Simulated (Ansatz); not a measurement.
## TlPt

Method: r²SCAN, scalar-relativistic; no spin polarisation; PAW, 500 eV, Γ-centred 6×6×8 mesh, 0.05 eV Gaussian smearing; code Ansatz; PAW files: Ansatz's generated set soft_2.

```
CELL_PARAMETERS angstrom
6.51463 0.00000 0.00000
-3.25732 5.64184 0.00000
0.00000 0.00000 3.92653
ATOMIC_POSITIONS crystal
Tl 0.50000 0.00000 0.00000
Tl 0.50000 0.50000 0.00000
Tl 0.00000 0.50000 0.00000
Pt 0.00000 0.00000 0.00000
Pt 0.33333 0.66667 0.50000
Pt 0.66667 0.33333 0.50000
```

The chain of runs began from a cell as deposited in COD, expanded in volume.

Cell and atoms are those of this level's equilibrium.

Path: Γ–M–K–Γ–A–L–H–A | L–M | H–K, with Γ = (0.000, 0.000, 0.000), M = (0.500, 0.000, 0.000), K = (0.333, 0.333, 0.000), A = (0.000, 0.000, 0.500), L = (0.500, 0.000, 0.500), H = (0.333, 0.333, 0.500) in reciprocal vectors of the calculation's cell.

Task: Is it a metal or an insulator, and if it has a gap, where are the band edges on this path?

Result: A metal: bands cross the Fermi level.

Levels between -5 and 3 eV from the Fermi level at the path's named points:
```tsv
point	below E_F (eV)	above E_F (eV)
Γ	-3.58 -3.58 -3.17 -3.17 -3.01 -2.03 -2.03 -1.94 -1.94 -1.58 -1.35 -0.85 -0.85 -0.55 -0.55 -0.26 -0.26 -0.26	1.84
M	-4.16 -3.54 -3.51 -3.15 -3.13 -2.78 -2.70 -2.48 -2.09 -2.07 -1.78 -1.54 -1.34 -0.91 -0.88 -0.86	0.83 1.69
K	-3.70 -3.51 -3.33 -3.33 -2.99 -2.99 -2.57 -2.57 -2.12 -2.09 -1.58 -1.58 -1.37 -0.88 -0.88 -0.21	0.26 0.26
A	-3.95 -3.95 -3.26 -3.26 -2.84 -2.54 -2.34 -2.34 -2.26 -1.16 -1.16 -1.10 -1.10 -0.54	1.04 1.04 1.23 1.23 1.25 1.25 1.26 1.31
L	-4.48 -3.77 -3.54 -3.49 -3.31 -3.17 -2.62 -2.45 -2.10 -1.97 -1.75 -1.68 -1.48 -1.45 -0.92 -0.76	0.28 0.75 1.09 2.72 2.90
H	-4.11 -4.11 -3.35 -3.34 -3.34 -3.33 -2.52 -2.52 -2.04 -2.02 -2.02 -1.65 -1.32 -1.32 -0.82 -0.82 0.00	0.19 1.09
```

With 93 valence electrons in the calculation's cell and no magnetic order, the bands, two electrons each, can't all be full or empty: band theory demands a metal. (Only strong correlation, outside this picture, could make a Mott insulator of it.)

Scalar-relativistic only: spin–orbit splittings of the heavy atoms' levels are missing.
